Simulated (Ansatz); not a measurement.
Si$_{2}$W:
```xyz
6
Lattice="-3.0014 3.0014 2.5902 3.0014 -3.0014 2.5902 3.0014 3.0014 -2.5902" Properties=species:S:1:pos:R:3 pbc="T T T"
Si     0.8424     3.8438     0.0000
Si     0.8424     2.1590     2.5902
Si     2.1590     0.8424     0.0000
Si     2.1590    -0.8424     2.5902
W      0.0000     0.0000     1.2951
W      0.0000     0.0000     3.8853
```

Relaxed with PBE. Special points in fractions of this cell's reciprocal vectors: Γ (0.000, 0.000, 0.000); X (0.000, 0.000, 0.500); M (-0.500, 0.500, 0.500); Z (0.436, 0.436, -0.436); Z0 (-0.436, 0.564, 0.436); P (0.250, 0.250, 0.250); N (0.000, 0.500, 0.000).

List the band energies nearest the Fermi level at these points for DFT-PBE in the program Ansatz with PAW potentials.

In eV from the Fermi level; about four levels below and three above (degenerate sets whole), none deeper than 8.9 eV; points with the same levels are listed once.

```csv
k,below,above
Γ,-1.55 -1.55 -0.58 -0.21,0.87 2.94 2.94
X,-1.87 -1.83 -1.15 -0.77,0.49 2.15 2.19
M,-2.26 -2.26 -1.08 -0.69,0.08 0.70 0.97
Z,-2.12 -1.05 -0.40 -0.05,0.34 1.27 1.62 1.62
P,-0.45 -0.45 -0.27 -0.27,3.69 3.69 3.84 3.84
N,-1.50 -1.50 -0.62 -0.62,1.16 1.16 1.70 1.70
```

Space group I4/mcm. The cell is a constructed one: a structure type filled with these elements; neither database checked (COD, Materials Project) lists it. It is not the phase usual at ambient conditions (space group No. 139). Symmetry was held in the PBE relaxation; whether a distortion lowers the energy is not shown. The run is not spin-polarised. Scalar-relativistic: spin–orbit coupling is off unless named, which matters more the heavier the elements.

Potentials: the later of the program's two PAW sets.
